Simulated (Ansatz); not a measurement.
**Cs$_{2}$GaAgCl$_{6}$ (Fm-3m), frozen normal mode**

Level of theory: DFT PBEsol, scalar-relativistic, plane waves, PAW (Ansatz 0.2.0). Cutoff 420 eV, Γ-centred 6×6×6 k-points, Gaussian smearing of 0.05 eV. No spin polarisation. Energies are free energies at this smearing, counted from the undisturbed cell; pressure is positive in compression.

Reference structure (relaxed at this level; it needn't be the usual structure):

```
CELL_PARAMETERS angstrom
0.00000 5.07045 5.07045
5.07045 0.00000 5.07045
5.07045 5.07045 0.00000
ATOMIC_POSITIONS crystal
Cs 0.75000 0.75000 0.75000
Cs 0.25000 0.25000 0.25000
Ga 0.00000 0.00000 0.00000
Ag 0.50000 0.50000 0.50000
Cl 0.76409 0.23591 0.23591
Cl 0.23591 0.23591 0.76409
Cl 0.23591 0.76409 0.76409
Cl 0.23591 0.76409 0.23591
Cl 0.76409 0.23591 0.76409
Cl 0.76409 0.76409 0.23591
```

A zone-centre mode of this cell is frozen in: each atom moves by x times its row below, so x is the largest displacement.
```
atom ux uy uz
 Cs1   0.039  0.000  0.000
 Cs2   0.039  0.000  0.000
 Ga3   1.000  0.000  0.000
 Ag4  -0.315  0.000  0.000
 Cl5   0.327  0.000  0.000
 Cl6  -0.489  0.000  0.000
 Cl7   0.327  0.000  0.000
 Cl8  -0.489  0.000  0.000
 Cl9  -0.489  0.000  0.000
Cl10  -0.489  0.000  0.000
```

x (Å), ΔE (meV/cell) and a bar:
```
  -0.1200       84.0 ##############################
  -0.0600       20.9 #######
   0.0000        0.0
   0.0300        5.2 ##
   0.0750       32.7 ############
   0.0900       47.1 #################
   0.1050       64.2 #######################
```

By symmetry 0.1200 repeats -0.1200, -0.0900 repeats 0.0900, 0.0600 repeats -0.0600, -0.0300 repeats 0.0300 in energy, with the opposite slope along the path.

Cost: 7 runs of about 3.8 core-minutes in all, on Intel Xeon Platinum 8488C (Sapphire Rapids) (shared hosts).